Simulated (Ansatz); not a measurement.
SrVO$_{3}$:
```yaml
crystal:
  lattice:
    - [3.85761, 0.00000, 0.00000]
    - [0.00000, 3.85761, 0.00000]
    - [0.00000, 0.00000, 3.85761]
  atoms:
    - { symbol: Sr, position: [0.00000, 0.00000, 0.00000] }
    - { symbol: V, position: [0.50000, 0.50000, 0.50000] }
    - { symbol: O, position: [0.50000, 0.00000, 0.50000] }
    - { symbol: O, position: [0.00000, 0.50000, 0.50000] }
    - { symbol: O, position: [0.50000, 0.50000, 0.00000] }
```

Relaxed with PBE. Special points in fractions of this cell's reciprocal vectors: Γ (0.000, 0.000, 0.000); X (0.000, 0.500, 0.000); M (0.500, 0.500, 0.000); R (0.500, 0.500, 0.500).

Question: List the band energies nearest the Fermi level at these points for plane-wave PAW PBE (Ansatz code).

Answer: In eV from the Fermi level; about four levels below and three above (degenerate sets whole), none deeper than 8.9 eV; points with the same levels are listed once.

```
k                                below                above
-  -----------------------------------  -------------------
Γ  -2.33 -2.33 -2.33 -0.86 -0.86 -0.86  1.32 1.32 3.67 3.67
X              -3.98 -2.77 -2.77 -0.74       1.02 1.02 1.34
M              -4.03 -3.53 -3.53 -2.04       1.00 1.00 1.36
R  -5.78 -5.78 -5.78 -1.95 -1.95 -1.95       1.58 1.58 1.58
```

Space group Pm-3m (cubic perovskite). Symmetry was held in the PBE relaxation; of distortions, only those at the zone centre were tested. The workflow began spin-polarised and lost its moments. No Hubbard U is applied. The compound may be a true metal, but semilocal functionals without U, or a wrong spin order, can also close a gap. Spin–orbit coupling is left out wherever it is not named.

Potentials: the later of the program's two PAW sets.
